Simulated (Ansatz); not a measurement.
BeSe₃: from a guess to a relaxed structure

Method: Ansatz 0.2.0, DFT PBE, scalar-relativistic, plane waves, PAW. Cutoff 420 eV, Gaussian smearing, Γ-centred meshes. Cell and atoms relax first on a coarse mesh, the cell is then made exact in the group found at 0.06 to 0.08 Å, and last on a converged mesh; the steps can't lower the symmetry of their start. No spin polarisation.

This trial cell of BeSe₃ was written down by chemical analogy (P4/nmm, No. 129). Its size is a guess.

```cif
data_structure
_symmetry_space_group_name_H-M 'P4/nmm:1'
_symmetry_Int_Tables_number 129
_cell_length_a 3.7000
_cell_length_b 3.7000
_cell_length_c 12.8000
_cell_angle_alpha 90.000
_cell_angle_beta 90.000
_cell_angle_gamma 90.000
_cell_volume 175.23
loop_
_atom_site_label
_atom_site_type_symbol
_atom_site_symmetry_multiplicity
_atom_site_Wyckoff_symbol
_atom_site_fract_x
_atom_site_fract_y
_atom_site_fract_z
_atom_site_occupancy
Be1 Be 2 a 0.50000 0.50000 0.00000 1
Se1 Se 2 c 0.50000 0.00000 0.89500 1
Se2 Se 2 c 0.00000 0.50000 0.39500 1
Se3 Se 2 c 0.50000 0.00000 0.39500 1
```

The zero of energy is the elements' standard structures at the same level; no fitted shifts are applied.

Question: Where does the relaxation end?

Answer: The symmetry stays P4/nmm (No. 129). The volume per atom grows by 30.8 %, from 21.9 to 28.7 Å³. The shortest distance goes from 2.29 Å (Be–Se) to 2.26 Å (Be–Se). The ratio c/a of the conventional cell changes by a factor of 1.40. Conventional cell: a = 3.619 Å, c = 17.507 Å. Around Be lie 4 Se at 2.26 Å and 4 Be at 2.56 Å; around Se on its first site lie 4 Be at 2.26 Å; Se on its second site has 4 Se at 2.66 Å; Se on its third site has 4 Se at 2.66 Å.

```xyz
8
Lattice="3.6186 0.0000 0.0000 0.0000 3.6186 0.0000 0.0000 0.0000 17.5069" Properties=species:S:1:pos:R:3 pbc="T T T"
Be    1.8093    1.8093    0.0000
Be    0.0000    0.0000    0.0000
Se    1.8093    0.0000   16.1504
Se    0.0000    1.8093    1.3564
Se    0.0000    1.8093    6.0197
Se    1.8093    0.0000    6.7395
Se    1.8093    0.0000   11.4872
Se    0.0000    1.8093   10.7674
```

Question: Give its energy and gap.

Answer:

| Property | Result |
| --- | --- |
| Formation energy | −0.27 eV/atom |
| Gap on the 8×8×2 mesh of the 8-atom cell | 0 eV (the bands overlap slightly) |

The last run used Gaussian smearing of 0.10 eV. Weakly bound directions are ill-defined at this level, which has no dispersion term. The zero gap may come from the functional, which often closes small gaps, or the cell may be a true semimetal. The reference form of Se is held partly by dispersion forces, which this level lacks. A later test with randomly moved atoms led to a structure 14 meV/atom lower, so this end is a saddle point or a shallow minimum. Another cell of the same search, in P1, lies 60 meV/atom lower, so this cell isn't the stable form at this level.
